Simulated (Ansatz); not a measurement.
CsPbBr$_{3}$:
```
CELL_PARAMETERS angstrom
      5.93406     0.00000     0.00000
      0.00000     5.93406     0.00000
      0.00000     0.00000     5.93406
ATOMIC_POSITIONS crystal
  Cs 0.00000 0.00000 0.00000
  Pb 0.50000 0.50000 0.50000
  Br 0.00000 0.50000 0.50000
  Br 0.50000 0.50000 0.00000
  Br 0.50000 0.00000 0.50000
```

The program Ansatz at the r²SCAN level (PAW) gives a gap of 2.03 eV without spin–orbit coupling, maximum at R, minimum at R.

Problem. What happens when spin–orbit coupling is switched on?

Solution. The gap falls by 1.28 eV, to 0.75 eV; maximum at R, minimum at R.

Problem. Give the electron effective mass with spin–orbit coupling.

Solution. 0.13 mₑ (isotropic).

Problem. Give the hole effective mass with spin–orbit coupling.

Solution. 0.12 mₑ (isotropic).

Space group Pm-3m (cubic perovskite). This is a known high-temperature phase of the composition, computed here at zero pressure and temperature. The r²SCAN relaxation kept the symmetry of its start; whether a distortion lowers the energy is not shown.

Potentials: the later of the program's two PAW sets.
